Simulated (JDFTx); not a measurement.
Ca(111) slab cut from bulk Ca (space group Fm-3m, indices of the conventional cell, lattice of the Materials Project entry mp-45, not re-optimised): 3 atoms in 3 planes, a 1x1 cell of 13.47 Å² (|a| = 3.943, |b| = 3.943 Å), 6.3 Å between the outermost planes, cell height 22.4 Å, 6×6×1 k mesh, Fermi smearing 0.01 Ha, no spin polarisation.

All numbers are PBE, GBRV ultrasoft potentials, plane waves to 20/100 Ha results from a modified build of JDFTx, not measurements. Liquid: SCCS (g09 parameters), water, 0.5 M NaF. Between zero charge and -0.38 V from it the run gives σ = -2.3 μC/cm², a mean capacitance of 6.0 μF/cm². The liquid has ε = 78.4, a 1:1 salt at 0.5 M with linear (Debye) response, and T = 298 K.

Worked example: the Debye length, the diffuse-layer capacitance, and the inner capacitance that is left when the two stand in series.

Each ion has density c = 0.5 × 6.022×10⁻⁴ = 3.011e-04 Å⁻³. λ² = ε kT / (8π (e²/4πε₀) c) with kT = 0.02568 eV and e²/4πε₀ = 14.40 eV Å gives λ = 4.30 Å; the log prints 4.30 Å. C_diffuse = ε₀ε/λ = 161 μF/cm². Then 1/C_inner = 1/6.0 − 1/161, so C_inner = 6.2 μF/cm², which equals a vacuum gap of ε₀/C_inner = 1.42 Å. The diffuse layer takes 4 % of the potential drop; the rest lies between the electrode's charge and the onset of the dielectric, with the electrode's own (quantum) capacitance in it. The split is a model: in the calculation solvent and ions share one smooth cavity.
